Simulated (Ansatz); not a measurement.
Space group Pm-3m (No. 221). a = 4.427 Å, b = 4.427 Å, c = 4.427 Å, α = 90.00°, β = 90.00°, γ = 90.00°
```json
{"atom": "Sc", "site": "3c", "symmetry": "4/mm.m", "x": "0.5000", "y": "0.0000", "z": "0.5000"}
{"atom": "Al", "site": "1a", "symmetry": "m-3m", "x": "0.0000", "y": "0.0000", "z": "0.0000"}
```

Equation of state of this Sc$_{3}$Al structure (not necessarily the ground state), with shape and atoms relaxed at each volume where symmetry leaves them free. It has no gap at any of these volumes. Level of theory: DFT r2SCAN, scalar-relativistic, plane waves, PAW in Ansatz.

Plane waves to 500 eV, a k mesh through Γ of 10×10×10 on the computed 4-atom cell and Gaussian smearing (0.10 eV); no spin polarisation.

| V (Å³/atom) | E − E(largest V) (meV/atom) | P (GPa) |
| --- | --- | --- |
| 19.086 | 38.35 | 10.48 |
| 19.737 | 2.52 | 7.29 |
| 20.388 | -21.21 | 4.51 |
| 21.038 | -34.34 | 2.09 |
| 21.689 | -38.28 | 0.00 |
| 22.340 | -34.30 | -1.81 |
| 22.990 | -23.53 | -3.40 |
| 23.858 | 0.00 | -5.22 |

Task: Fit a third-order Birch–Murnaghan equation to E(V).

Result: V0 = 21.67 Å³/atom, B0 = 65 GPa, B0' = 3.8.